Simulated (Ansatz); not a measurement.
Ir₃W:
```yaml
crystal:
  lattice:
    - [3.87047, 0.00000, 0.00000]
    - [0.00000, 3.87047, 0.00000]
    - [0.00000, 0.00000, 3.87047]
  atoms:
    - { symbol: Ir, position: [0.00000, 0.50000, 0.50000] }
    - { symbol: Ir, position: [0.50000, 0.50000, 0.00000] }
    - { symbol: Ir, position: [0.50000, 0.00000, 0.50000] }
    - { symbol: W, position: [0.00000, 0.00000, 0.00000] }
```

Relaxed with r²SCAN. Special points in fractions of this cell's reciprocal vectors: Γ (0.000, 0.000, 0.000); X (0.000, 0.500, 0.000); M (0.500, 0.500, 0.000); R (0.500, 0.500, 0.500).

**Question.** List the band energies nearest the Fermi level at these points for r²SCAN (plane waves, PAW; program Ansatz).

**Answer.** In eV from the Fermi level; about four levels below and three above (degenerate sets whole), none deeper than 8.9 eV; points with the same levels are listed once.

| k | below | above |
|---|---|---|
| Γ | -3.75 -3.75 -3.75 -1.06 -1.06 | 0.61 1.35 1.35 1.35 |
| X | -0.65 -0.65 -0.51 -0.14 | 1.26 1.36 3.43 |
| M | -2.72 -2.72 -1.74 -1.52 -0.17 | 0.04 0.04 2.78 2.78 |
| R | -0.89 -0.76 -0.76 -0.76 | 0.72 0.72 0.72 |

Space group Pm-3m (Cu3Au type). A made-up cell: these elements were put on the sites of a structure type; neither database checked (COD, Materials Project) lists it. COD files the formula under space group No. 194. Whether it is the stable phase at ambient conditions was not checked. The r²SCAN relaxation kept the symmetry of its start; its stability against distortions is not shown here. The run is not spin-polarised. Scalar-relativistic: spin–orbit coupling is off unless named, which matters more the heavier the elements.

Potentials: the earlier of the program's two PAW sets. The files were generated under PBE; for other functionals the program regenerates the frozen cores, and for LDA and PBEsol the local potential too.
